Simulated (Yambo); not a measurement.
LiNO₃ (space group R-3c, No. 167): one transition space (6×6×6 mesh, 10 valence and 4 conduction bands, Tamm-Dancoff) with different kernels in Yambo, on PBEsol orbitals; field along x. BSE alone uses the static screening with 59 bands and a 3 Ry block; its scissor and those of RPA and TDDFT come from G0W0, that of the TDHF-type run from bare exchange. Axes are Cartesian, with cell vectors (Å) (2.33, 1.34, 4.95), (-2.33, 1.34, 4.95), (0.00, -2.69, 4.95).

```tsv
kernel	scissor (eV)	direct gap with it (eV)	lowest state (eV)	rough cost
BSE (screened electron-hole attraction)	4.07	7.47	3.45 (dark)	1 (with the screening)
TDHF-type (unscreened attraction, exchange-only scissor)	11.72	15.11	5.92 (dark)	about 1/5
RPA (no attraction)	4.07	7.47	7.47 (dark)	about 1/9
```

Costs are rough.

RPA leaves the lowest state at the direct gap: no bound exciton. These are vertical excitations (zero momentum); the indirect quasiparticle gap, about 7.02 eV, is smaller than the direct one (7.47 eV on the GW mesh). Spin singlets only. Strong means a line over 3 % of the spectrum's maximum, dark under 0.03 %. Absolute energies carry the error of the G0W0 scissor, whose convergence isn't established; the long-wavelength screening was taken along (1,1,1) although the crystal is anisotropic. On a 4×4×4 mesh the BSE binding is 4.02 eV.

Geometry of the Materials Project entry, not relaxed at this level; primitive cell a = b = c = 5.628 Å, α = β = γ = 48.85°.

The structure is a Materials Project entry; no match was found in the copy of COD used, and its stability was not checked.
